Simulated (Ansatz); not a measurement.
WC (rock salt, Fm-3m), PBEsol (plane waves, PAW; program Ansatz), all energies at zero smearing, with the estimated change up to a 700 eV cutoff added, with one set of potentials and settings (totals compare only within such a set). Cell of 2 atoms (1 W, 1 C): -10503.844 eV.

```
element                reference phase  E (eV/atom)
-------  -----------------------------  -----------
W           Im-3m, 1 atoms in the cell  -10257.5790
C        P6_3/mmc, 4 atoms in the cell    -246.6953
```

Formation energy per atom, worked out: (-10503.844 − 1×(-10257.5790) − 1×(-246.6953))/2 = 0.215 eV/atom (21 kJ per mol of atoms), at 0 K, without zero-point energy or fitted corrections.

The first step of the workflow began from a Materials Project structure, measured or hypothetical; the Crystallography Open Database copy checked does not list it. It is not the phase usual at ambient conditions (space group No. 187). The PBEsol relaxation kept the symmetry of its start; its stability against distortions is not shown here. No spin polarisation was allowed. Its formation energy is positive at this level, so the cell may be metastable or incomplete. The references are the lowest solids computed at this level, not always the standard phases. Spin–orbit coupling is left out wherever it is not named.

Potentials: the earlier of the program's two PAW sets. The files were generated under PBE; for other functionals the program regenerates the frozen cores, and for LDA and PBEsol the local potential too.
